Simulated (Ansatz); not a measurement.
Consider a crystal of La5O in space group I4/mmm (No. 139), with La on 4d, 4e and 2a; O on 2b.

Method: DFT PBE, scalar-relativistic, plane waves, PAW in Ansatz 0.2.0. Cutoff 420 eV, Γ-centred mesh, Gaussian smearing, no spin polarisation.

Formation energies are uncorrected and refer to the elements' standard structures at the same level (O₂ as a molecule).

Question: Give the relaxed lattice parameters and positions.

Answer:

Space group I4/mmm (No. 139). a = 6.568 Å, b = 6.568 Å, c = 11.092 Å, α = 90.00°, β = 90.00°, γ = 90.00°
```csv
atom,site,symmetry,x,y,z
La,4d,-4m2,0.0000,0.5000,0.2500
La,4e,4mm,0.0000,0.0000,0.3140
La,2a,4/mmm,0.0000,0.0000,0.0000
O,2b,4/mmm,0.5000,0.5000,0.0000
```

Around La on a site of symmetry -4m2 lie 4 La at 3.36 Å, 4 La at 4.30 Å and 4 O at 4.30 Å; La on a site of symmetry 4mm is surrounded by 1 O at 2.06 Å, 5 La at 3.36–3.48 Å and 1 La at 4.13 Å; La on a site of symmetry 4/mmm is surrounded by 2 La at 3.48 Å and 8 La at 4.30 Å; around O lie 2 La at 2.06 Å. Another local minimum with the same sites may exist.

Question: And its energy and gap?

Answer: The formation energy is −0.16 eV/atom and the gap on the 8×8×8 mesh of the 6-atom cell is 0 eV (a metal).

The last run used Gaussian smearing of 0.10 eV. The cell is a metal run without spin; a magnetic state may lie lower. Symmetry constrained the relaxation, so the result can be a saddle point. Another cell of La5O relaxed alike, in P-62m, lies 240 meV/atom lower, so this cell isn't the stable form at this level.
